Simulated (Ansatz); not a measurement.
**Structure relaxation, TiSi2**

The start is a randomly generated symmetric cell of TiSi2 (space group No. 4). Cell shape, volume and atoms are optimised at zero target pressure with PBEsol (plane waves to 420 eV, PAW, scalar-relativistic; Ansatz, a program for electronic structure). The first steps use a coarse 6×6×5 k-mesh.

Starting cell:
```
TiSi2
1.0
    4.36196     0.00000     0.00000
    0.00000     4.13219     0.00000
   -1.04627     0.00000     4.97864
Si Ti
4 2
Direct
  0.86047   0.54990   0.76598
  0.13953   0.04990   0.23402
  0.07940   0.04733   0.68243
  0.92060   0.54733   0.31757
  0.55576   0.29243   0.41122
  0.44424   0.79243   0.58878
```

How much energy is released per atom?

About 1.8 eV/atom.

How does the volume per atom move from start to end?

-0.8 %, from 14.96 to 14.83 Å³/atom.

Is the relaxed structure metallic? Give its gap.

Zero (metallic).

Final values are on a 17×17×8 k-mesh of the relaxed cell. The start holds a very short contact (Ti–Si 2.04 Å). No spin polarisation in the result.

The run could not lose the symmetry of its start: the end is stationary, and may be a saddle point rather than a minimum.

The relaxed structure here is a generated cell of TiSi2: the first start was made by a random draw of sites in a space group, and the end was not matched to a known phase here, so it may be hypothetical. Known forms of TiSi2 include space group No. 63, 70.
